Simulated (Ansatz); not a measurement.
Ru, DFT, PBEsol, all-electron LAPW, scalar-relativistic (Ansatz 0.2.0), run on 1 thread of Intel(R) Xeon(R) Platinum 8488C (Sapphire Rapids) on a shared host.

The cell comes from COD entry 9017842, which wasn't checked; take it as a given geometry. The listed cell was then made from it by scaling, straining or moving an atom.

Command: `ansatz run input.yaml --threads 1 --pin off --max-ram 3072MiB --backend cpu --events-out ev --progress --plain --runs-dir out`

```yaml
crystal:
  lattice:
    - [2.678466159, 0.0, 0.0]
    - [-1.3392330795, 2.3196197369, 0.0]
    - [0.0, 0.0, 4.2386455276]
  atoms:
    - { symbol: Ru, position: [0.3333333333, 0.6666666667, 0.25] }
    - { symbol: Ru, position: [0.6666666667, 0.3333333333, 0.75] }
kpoints:
  mp_grid: { grid: [14, 14, 8] }
scf:
  occupations: { method: fermi_dirac, width: 0.03 }
hamiltonian:
  xc: pbesol
  pseudopotentials: { kind: all_electron, lapw: { basis_error: 0.0005 } }
output:
  forces: true
  stress: true
  eigenvalues: true
```

Q: How large is the problem that the program sets up?

A: 120 irreducible k-points, 313 plane waves at Γ, 39 bands.

Q: Estimate the wall time and the peak memory.

A: 33 s of wall time for 8 SCF iterations, with a peak of 0.57 GiB. Times on shared machines scatter by tens of per cent.

Q: And the same cell and mesh by PAW (frozen-core files), asked for forces, stress, eigenvalues, efg, write_density, write_potential, elf, on the same hardware?

A: 4.3 s, peak memory 0.41 GiB.
